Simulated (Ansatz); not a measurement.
Space group I4/mmm (No. 139). a = 3.912 Å, b = 3.912 Å, c = 11.277 Å, α = 90.00°, β = 90.00°, γ = 90.00°
| atom | site | symmetry | x | y | z |
| --- | --- | --- | --- | --- | --- |
| Ba | 2a | 4/mmm | 0.0000 | 0.0000 | 0.0000 |
| B | 4e | 4mm | 0.0000 | 0.0000 | 0.3200 |
| Ir | 4d | -4m2 | 0.0000 | 0.5000 | 0.2500 |

Equation of state of this BaB2Ir2 structure (not necessarily the ground state), with shape and atoms relaxed at each volume where symmetry leaves them free. It has no gap at any of these volumes. All numbers below come from DFT PBEsol, scalar-relativistic, plane waves, PAW (Ansatz 0.2.0).

Cutoff 420 eV; k points 12×12×12 on the computed 5-atom cell (Γ-centred); Gaussian smearing, width 0.10 eV; no spin polarisation.

| V (Å³/atom) | E − E(largest V) (meV/atom) | P (GPa) |
| --- | --- | --- |
| 16.226 | 3.71 | 6.78 |
| 16.744 | -12.12 | 3.14 |
| 17.262 | -17.07 | 0.01 |
| 17.779 | -12.59 | -2.70 |
| 18.297 | 0.00 | -5.01 |

**Question.** Fit a third-order Birch–Murnaghan equation to E(V).

**Answer.** V0 = 17.26 Å³/atom, B0 = 97 GPa, B0' = 3.9.

Spin-orbit coupling is left out, which matters for the bands of heavy elements.

Cost: 5 runs of about 12 core-minutes in all, on Arm Neoverse V1 (shared hosts).